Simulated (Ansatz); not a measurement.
Al2Pt, a database entry at a rescaled volume

```
CELL_PARAMETERS angstrom
0.00000 2.94320 2.94320
2.94320 0.00000 2.94320
2.94320 2.94320 0.00000
ATOMIC_POSITIONS crystal
Pt 0.00000 0.00000 0.00000
Al 0.25000 0.25000 0.25000
Al 0.75000 0.75000 0.75000
```

The numbers come from plane-wave PAW DFT (Ansatz): PBE, spin-orbit coupling, 420 eV, 10×10×10 Γ-centred k points, fermi-dirac occupations (width 0.033 eV). Nothing was relaxed.

The state carries no moments; the state need not be the lowest.

**Electronic structure.** It is a metal, with about 1.1 states/eV a cell as the mean within 0.25 eV of the Fermi level, mostly Al p (67 %) and Pt d (18 %).
**Formation energy.** -0.87 eV an atom against the elements' usual phases (free molecules for gases, crystals otherwise, with no correction for O₂ or N₂), so it is bound against them; other compounds may still compete. Relaxing would lower it.
**Charges.** Bader charges in e: Al +1.89, Pt -3.78. In the mean Al gives up most and Pt takes most.
**Stress.** The pressure is 3.7 GPa (compression positive), so with the atoms held at these fractions the cell would first expand.
**Forces.** The forces vanish by the symmetry of the sites.

Origin: a database entry at a rescaled volume.
